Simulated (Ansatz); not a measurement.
A relaxed structure of ZnCu$_{2}$SnSe$_{4}$. Computed with r2SCAN (plane waves to 500 eV, PAW, scalar-relativistic; Ansatz, a program for electronic structure).

```xyz
8
Lattice="-2.8450 2.8450 5.7074 2.8450 -2.8450 5.7074 2.8450 2.8450 -5.7074" Properties=species:S:1:pos:R:3 pbc="T T T"
Cu     2.8450     0.0000     2.8537
Cu     0.0000     2.8450     2.8537
Zn     0.0000     0.0000     0.0000
Se     1.4729    -1.4729     7.2399
Se     1.3722     1.3722    -1.5325
Se     1.4729     1.4729     4.1750
Se    -1.4729     1.4729     7.2399
Sn     0.0000     0.0000     5.7074
```

Determine the symmetry and give the standard cell with its independent sites.

Space group I-42m (No. 121); a = b = 5.6901 Å, c = 11.4149 Å, α = β = γ = 90.00°

```
atom  site  symmetry       x       y       z
----  ----  --------  ------  ------  ------
Cu      4d      -4..  0.0000  0.5000  0.2500
Zn      2a      -42m  0.0000  0.0000  0.0000
Se      8i       ..m  0.2588  0.2588  0.3657
Sn      2b      -42m  0.0000  0.0000  0.5000
```

This is the AFLOW prototype A2BC4D_tI16_121_d_a_i_b (H2_6, as in FeCu2SnS4).

Give the shortest distances between elements (the closest pairs, up to four, under 3.6 Å).

Cu–Se 2.41 Å; Se–Zn 2.47 Å; Se–Sn 2.59 Å.

* **Volume per atom**: 23.10 Å³
* **Band gap**: zero (the bands touch at this level, without spin-orbit coupling)

No spin polarisation in the result.

The run could not lose the symmetry of its start; a randomly shaken copy of 8 atoms returns to this structure.

The first start was generated by placing the elements on the sites of a structure type. A measured structure of ZnCu2SnSe4 has the same space group, I-42m (No. 121); the sites were not compared with it. Another known form has space group No. 82.
